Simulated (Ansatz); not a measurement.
Relaxed CsPbBr3 (cubic perovskite):

```
CsPbBr3
1.0
    6.00278     0.00000     0.00000
    0.00000     6.00278     0.00000
    0.00000     0.00000     6.00278
Cs Pb Br
1 1 3
Cartesian
  0.00000   0.00000   0.00000
  3.00139   3.00139   3.00139
  0.00000   3.00139   3.00139
  3.00139   3.00139   0.00000
  3.00139   0.00000   3.00139
```

Computed with PBE (plane waves to 420 eV, PAW, scalar-relativistic; Ansatz, an electronic-structure program). k mesh 5×5×5 (Γ-centred), Fermi-Dirac smearing 0.05 eV. CsPbBr3 was relaxed with its symmetry unable to fall. Spin-orbit coupling is left out, though Pb is heavy. This is a high-temperature form of CsPbBr3.

One atom of the cell was then moved (with its periodic images), all else fixed, and the forces (eV/Å) came out as:

```
atom      Fx      Fy     Fz
----  ------  ------  -----
Cs1   -0.198  -0.198  0.000
Pb2    0.082   0.082  0.000
Br3    0.042  -0.031  0.000
Br4    0.105   0.105  0.000
Br5   -0.031   0.042  0.000
```

Problem. Which atom was moved, and by which vector (Å)?

Solution. Cs1, by (0.54, 0.54, 0.00), 0.76 Å in all.

(For displaced atoms, the force is minus the slope of the energy, and its curvature is a force constant, which sets phonon frequencies.)
